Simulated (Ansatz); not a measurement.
## SiO2: a fit and a missing row

SiO2, P4_12_12, a = 4.985 Å, c = 6.925 Å. This isn't the usual stable structure of the compound. Ansatz: r2SCAN, PAW, 500 eV, Γ-centred 6×6×4 mesh on 12 atoms, Gaussian smearing 0.02 eV; no spin polarisation. Shape and atoms are relaxed at each volume; pressure is positive in compression.

```
V (Å³/atom) P (GPa)
     12.620     2.49
     13.051     1.66
     13.481     0.98
     13.911     0.46
     14.341    -0.02
     14.772        ?
     15.202    -0.79
     15.776    -1.20
```

Take V0 = 14.341 Å³/atom, count pressures from its P0 = -0.02 GPa, fit the third-order Birch–Murnaghan form to the other rows, and predict the missing pressure.

With the Eulerian strain f = ½[(V0/V)^(2/3) − 1] and y = (P − P0)/[3f(1 + 2f)^(5/2)], the form is the line y = B0 + 1.5 B0 (B0′ − 4) f. Rows (f, y): 0.04448, 15.20; 0.03243, 14.76; 0.02104, 14.29; 0.01025, 14.84; -0.01906, 14.84; -0.03080, 14.97. Means f = 0.009723, y = 14.817; Σ(Δf)² = 0.004323, ΣΔfΔy = -0.0007963; the slope is their ratio. y = 14.82 − 0.1842 f GPa, so B0 = 14.8 GPa and B0′ = 4 + 2 × (-0.1842)/(3 × 14.82) = 3.99. At V = 14.772, f = -0.00977, y = 14.822 and P = -0.43 GPa. The run gave -0.44 GPa, so the fit is 0.01 GPa too high, within the rms miss on the fitted rows (0.03 GPa).